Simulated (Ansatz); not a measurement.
## Calculated ⁹⁵Mo NMR of the central transition for MoS2

Cell: an entry of the Crystallography Open Database (COD), its atoms then relaxed with PBE in this cell.

```cif
data_MoS2
_symmetry_space_group_name_H-M 'P6_3/mmc'
_symmetry_Int_Tables_number 194
_cell_length_a 3.1400
_cell_length_b 3.1400
_cell_length_c 12.5300
_cell_angle_alpha 90.000
_cell_angle_beta 90.000
_cell_angle_gamma 120.000
loop_
_atom_site_label
_atom_site_type_symbol
_atom_site_symmetry_multiplicity
_atom_site_Wyckoff_symbol
_atom_site_fract_x
_atom_site_fract_y
_atom_site_fract_z
Mo Mo 2 c 0.3333 0.6667 0.2500
S S 4 f 0.3333 0.6667 0.6245
```

One atom of each set is listed.

All values are calculated (Ansatz; DFT, PBE, plane waves and PAW, with spin–orbit coupling, 420 eV cutoff, Γ-centred 16×16×4 k-points, Fermi–Dirac smearing 0.02 eV), not measured. Start moments as typed (μB): 2 on each Mo, none on the rest.

⁹⁵Mo has I = 5/2 and Q = -22.00 mb (Pyykkö 2018); at 7.05 T its Larmor frequency is ν₀ = 19.7 MHz (from the bare nuclear moment; shielding lowers the observed one by a per cent or two). Only the quadrupole interaction is simulated: positions count from each site's isotropic chemical shift, and J coupling is left out, as are shift anisotropy and dipolar coupling, which fast spinning averages.

Q: Give C_Q, η, the quadrupolar product P_Q = |C_Q|(1 + η²/3)^½, the second-order isotropic shift and the breadth of the pattern (fast magic-angle spinning) for each Mo site.

A: 

| site | first shell | C_Q (MHz) | η | P_Q (MHz) | δ_QIS (ppm) | breadth (kHz) |
| --- | --- | --- | --- | --- | --- | --- |
| Mo | 6 S at 2.40 Å | 3.82 | 0.00 | 3.82 | -227 | 9.54 |

δ_QIS = −(ν_Q²/30ν₀²)[I(I+1) − 3/4](1 + η²/3) × 10⁶ ppm with ν_Q = 3|C_Q|/[2I(2I−1)]; it falls as 1/B₀² in ppm, and the breadth as 1/B₀ in kHz.

An axis of threefold or higher order runs through Mo, so V_zz lies along it and η is zero.

The run took 84 s of wall time (85 s of CPU time) and 1.3 GiB at its peak, on 1 thread of AMD EPYC 9R45 (Zen 5) (x86_64; 16 cores open to the job, memory cap 3.0 GiB, no GPU), a shared host with a load of 0.3 a core.
